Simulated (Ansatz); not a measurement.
Profile along the C–Ta line in TaC (rock salt)

TaC (rock salt)

Space group Fm-3m (No. 225); a = b = c = 4.4400 Å, α = β = γ = 90.00°

```csv
atom,site,symmetry,x,y,z
C,4a,m-3m,0.0000,0.0000,0.0000
Ta,4b,m-3m,0.5000,0.5000,0.5000
```
(The calculation used a cell of 2 atoms; values per cell refer to that cell.)

Fields along a shortest C–Ta line of a {100} plane (2.22 Å), from C to Ta, interpolated on the slice's grid (step about 0.1 Å). All values below come from PBEsol (plane waves to 420 eV, PAW, scalar-relativistic; Ansatz, an electronic-structure program). k mesh 18×18×18. Near the nuclei the fields are pseudised (PAW); where an atom keeps semicore shells as valence, they peak there. Spin-orbit coupling is left out, though Ta is heavy. TaC is run without spin polarisation. TaC was relaxed with its symmetry unable to fall.

```
distance from C (Å)  valence electron density (e/Å³)  electron localisation function
-------------------  -------------------------------  ------------------------------
0.00                                            1.69                               x
0.11                                            1.72                               x
0.22                                            1.76                               x
0.33                                            1.71                               x
0.44                                            1.54                            0.59
0.56                                            1.30                            0.72
0.67                                            1.05                            0.77
0.78                                            0.83                            0.74
0.89                                            0.67                            0.61
1.00                                            0.59                            0.39
1.11                                            0.58                            0.24
1.22                                            0.72                            0.23
1.33                                            1.13                            0.36
1.44                                            1.87                            0.57
1.55                                            2.85                            0.70
1.67                                            3.82                            0.72
1.78                                            4.46                            0.64
1.89                                            4.50                               x
2.00                                            4.00                               x
2.11                                            3.36                               x
2.22                                            3.06                               x
```

x: too close to a nucleus for the ELF to mean much.

Density on the C–Ta line (2.22 Å) at its density minimum, 1.1 Å from C: 0.57 e/Å³. ELF at that point: 0.3.
